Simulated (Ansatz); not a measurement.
BaTiO3:
```yaml
crystal:
  lattice:
    - [4.01928, 0.00000, 0.00000]
    - [0.00000, 4.01928, 0.00000]
    - [0.00000, 0.00000, 4.01928]
  atoms:
    - { symbol: Ba, position: [0.50000, 0.50000, 0.50000] }
    - { symbol: Ti, position: [0.00000, 0.00000, 0.00000] }
    - { symbol: O, position: [0.50000, 0.00000, 0.00000] }
    - { symbol: O, position: [0.00000, 0.50000, 0.00000] }
    - { symbol: O, position: [0.00000, 0.00000, 0.50000] }
```

Relaxed with PBE. Special points in fractions of this cell's reciprocal vectors: Γ (0.000, 0.000, 0.000); X (0.000, 0.500, 0.000); M (0.500, 0.500, 0.000); R (0.500, 0.500, 0.500).

Problem. List the band energies nearest the valence-band maximum at these points for PBE with spin–orbit coupling in the plane-wave PAW code Ansatz.

Solution. In eV from the valence-band maximum; about four levels below and three above (degenerate sets whole), none deeper than 8.9 eV; points with the same levels are listed once.

| k | below | above |
|---|---|---|
| Γ | -0.08 -0.08 -0.08 -0.08 | 1.77 1.77 1.77 1.77 |
| X | -0.70 -0.70 -0.66 -0.66 | 1.90 1.90 3.45 3.45 |
| M | -0.77 -0.77 -0.05 -0.05 | 3.47 3.47 3.49 3.49 |
| R | 0.00 0.00 0.00 0.00 | 4.12 4.12 4.12 4.12 |

Space group Pm-3m (cubic perovskite). This is a known high-temperature phase of the composition, computed here at zero pressure and temperature. The PBE relaxation kept the symmetry of its start. At this level the phase is dynamically unstable (imaginary phonons). No spin polarisation was allowed.

Potentials: the later of the program's two PAW sets.
